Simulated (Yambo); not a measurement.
Absorption of K$_{2}$LiScF$_{6}$ (space group Fm-3m, No. 225) with and without the electron-hole interaction (Yambo, PBEsol bands; 4×4×4 mesh, 18 valence and 11 conduction bands, static screening with 89 bands and a 3 Ry block, scissor 5.30 eV, Tamm-Dancoff; field along x).

| E (eV) | Im ε, BSE | Im ε, independent quasiparticles |
|---|---|---|
| 7.85 | 0.03 | 0.01 |
| 7.95 | 0.04 | 0.01 |
| 8.05 | 0.04 | 0.01 |
| 8.15 | 0.04 | 0.01 |
| 8.25 | 0.05 | 0.01 |
| 8.35 | 0.05 | 0.01 |
| 8.45 | 0.06 | 0.01 |
| 8.55 | 0.07 | 0.01 |
| 8.65 | 0.08 | 0.01 |
| 8.75 | 0.09 | 0.01 |
| 8.85 | 0.11 | 0.02 |
| 8.95 | 0.15 | 0.02 |
| 9.05 | 0.22 | 0.02 |
| 9.15 | 0.35 | 0.02 |
| 9.25 | 0.51 | 0.02 |
| 9.35 | 0.48 | 0.02 |
| 9.45 | 0.46 | 0.02 |
| 9.55 | 0.61 | 0.02 |
| 9.65 | 0.95 | 0.02 |
| 9.75 | 1.01 | 0.02 |
| 9.85 | 0.73 | 0.02 |
| 9.95 | 0.66 | 0.03 |
| 10.05 | 0.72 | 0.03 |
| 10.15 | 0.56 | 0.03 |
| 10.25 | 0.40 | 0.03 |
| 10.35 | 0.33 | 0.03 |
| 10.45 | 0.31 | 0.04 |
| 10.55 | 0.34 | 0.04 |
| 10.65 | 0.39 | 0.04 |
| 10.75 | 0.48 | 0.04 |
| 10.85 | 0.64 | 0.05 |
| 10.95 | 0.93 | 0.05 |
| 11.05 | 1.47 | 0.06 |
| 11.15 | 2.32 | 0.06 |
| 11.25 | 3.04 | 0.07 |
| 11.35 | 3.70 | 0.08 |
| 11.45 | 4.61 | 0.09 |
| 11.55 | 4.55 | 0.11 |
| 11.65 | 3.64 | 0.12 |
| 11.75 | 3.30 | 0.15 |
| 11.85 | 2.67 | 0.18 |
| 11.95 | 2.42 | 0.23 |
| 12.05 | 3.04 | 0.31 |
| 12.15 | 3.69 | 0.45 |
| 12.25 | 3.14 | 0.69 |
| 12.35 | 2.49 | 1.09 |
| 12.45 | 2.65 | 1.65 |
| 12.55 | 2.40 | 2.02 |
| 12.65 | 1.68 | 2.20 |
| 12.75 | 1.14 | 2.52 |
| 12.85 | 0.92 | 2.43 |
| 12.95 | 0.91 | 1.88 |
| 13.05 | 1.00 | 1.48 |
| 13.15 | 1.22 | 1.29 |
| 13.25 | 1.26 | 1.14 |
| 13.35 | 1.36 | 1.16 |
| 13.45 | 1.23 | 1.21 |
| 13.55 | 1.04 | 1.07 |
| 13.65 | 1.14 | 0.99 |
| 13.75 | 1.13 | 0.96 |
| 13.85 | 1.14 | 0.81 |
| 13.95 | 1.13 | 0.72 |
| 14.05 | 1.04 | 0.71 |
| 14.15 | 1.15 | 0.80 |
| 14.25 | 1.01 | 1.08 |
| 14.35 | 0.93 | 1.52 |
| 14.45 | 0.83 | 1.90 |
| 14.55 | 0.60 | 2.36 |
| 14.65 | 0.51 | 2.51 |
| 14.75 | 0.46 | 2.44 |

The scissor comes from a G0W0 run whose convergence isn't established. Broadening 0.15 eV. The band window holds all transitions up to 17.1 eV. Fine structure above the onset can come from the mesh.

Geometry of the Materials Project entry, not relaxed at this level; primitive cell a = b = c = 5.862 Å, α = β = γ = 60.00°.

The structure is a Materials Project entry; no match was found in the copy of COD used, and its stability was not checked.
